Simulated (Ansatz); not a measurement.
**SnO$_{2}$: energy along a strain**

SnO$_{2}$, I4_1/amd, a = 3.999 Å, c = 10.204 Å. This isn't the usual stable structure of the compound. Ansatz: r2SCAN, PAW, 500 eV, Γ-centred 10×10×10 mesh on 6 atoms, Gaussian smearing 0.05 eV; no spin polarisation. Cell vectors (Å): -2.000 2.000 5.102; 2.000 -2.000 5.102; 2.000 2.000 -5.102. The cell is strained by x per cent times the pattern (0 1 0 0 0 0) in the order xx yy zz yz xz xy (engineering shears), with fractional coordinates held. y is the free energy over the start, V0 = 13.599 Å³/atom. Points with a strain past 8.5 % were computed too (3) and aren't used here.

| x (%) | y (meV/atom) |
| --- | --- |
| -7.50 | ? |
| -5.00 | 47.97 |
| -2.50 | 10.98 |
| 0.00 | 0.00 |
| 2.50 | 9.20 |
| 5.00 | 33.84 |
| 7.50 | 70.10 |

Task: Fit y = c2 x² + c3 x³ to the other rows, get the stiffness along the pattern, and predict the missing energy.

Result: Least squares on the rows shown. y = 1.6443 x² − 0.053595 x³. The clamped-ion stiffness p·C·p = 2 × 16.44 eV × 160.2 / 13.599 Å³ = 387 GPa, which is C22 in these axes. At x = -7.50 the fit asked for gives 115.10 meV/atom. The run gave 118.19 meV/atom, so the fit is 3.09 meV/atom too low, 2.6 % of the span of the series, against an rms of 0.31 meV/atom on the fitted rows. The row lies outside the fitted range. With a term in x⁴ added, a fit to the same known rows predicts 117.81 meV/atom, so most of the miss is curvature that the known rows already hold.